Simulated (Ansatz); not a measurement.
Starting cell, CuI (zinc blende):

```
CELL_PARAMETERS angstrom
      0.00000     3.01151     3.01151
      3.01151     0.00000     3.01151
      3.01151     3.01151     0.00000
ATOMIC_POSITIONS crystal
  I  0.75000 0.75000 0.75000
  Cu 0.00000 0.00000 0.00000
```

Scan: atom 1 (I, nearest neighbour Cu at 2.608 Å; its periodic images, 4.3 Å or more away, move with it) is displaced along Cartesian x, direction (1.000, 0.000, 0.000) in Cartesian axes, by s. The other atoms stay.

The numbers are results of r2SCAN (plane waves to 500 eV, PAW, scalar-relativistic; Ansatz, a quantum-chemistry and plane-wave program), not measurements. k mesh 8×8×8 (Γ-centred), Fermi-Dirac smearing 0.05 eV. E stands for the smeared free energy. F∥ is the force on the atom along that direction. CuI is run without spin polarisation. CuI was relaxed with its symmetry unable to fall. Spin-orbit coupling is left out, though I is heavy. ΔE is measured from the undisplaced structure.

Question: What ΔE (meV/cell) and F∥ (eV/Å) does the calculation give at s (Å) = -0.624, -0.312, 0.156, 0.312, 0.468, 0.624?

Answer: 
| s (Å) | ΔE (meV/cell) | F∥ (eV/Å) |
|---|---|---|
| -0.624 | 520 | 1.659 |
| -0.312 | 129 | 0.832 |
| 0.156 | 32 | -0.411 |
| 0.312 | 129 | -0.832 |
| 0.468 | 292 | -1.259 |
| 0.624 | 520 | -1.659 |

(A displaced cell: forces are minus the slopes of the energy, force constants its curvatures, and phonons follow from these.)
